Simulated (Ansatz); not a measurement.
Si2Ni (fluorite or antifluorite type, space group No. 225), a = 5.3485 Å, b = 5.3485 Å, c = 5.3485 Å, α = 90.00°, β = 90.00°, γ = 90.00°; the cell used has 3 atoms.

Relaxed with LDA.

### Question
Decompose the optical modes at the zone centre into irreducible representations, and say which are infrared and Raman allowed.

### Answer
Point group m-3m: Γ_opt = T1u + T2g. Infrared: T1u. Raman: T2g.

### Question
Assign frequencies (DFPT, DFT-LDA in the program Ansatz with PAW potentials).

### Answer
T1u 314, T2g 333 cm⁻¹.

Space group Fm-3m (fluorite or antifluorite type). The LDA relaxation kept the symmetry of its start; of distortions, only those at the zone centre were tested. No spin polarisation was allowed. As this level gives no gap, phonon frequencies hold no LO–TO term and depend on the k-mesh and smearing (Fermi–Dirac, 0.1 eV here).

Potentials: the later of the program's two PAW sets.
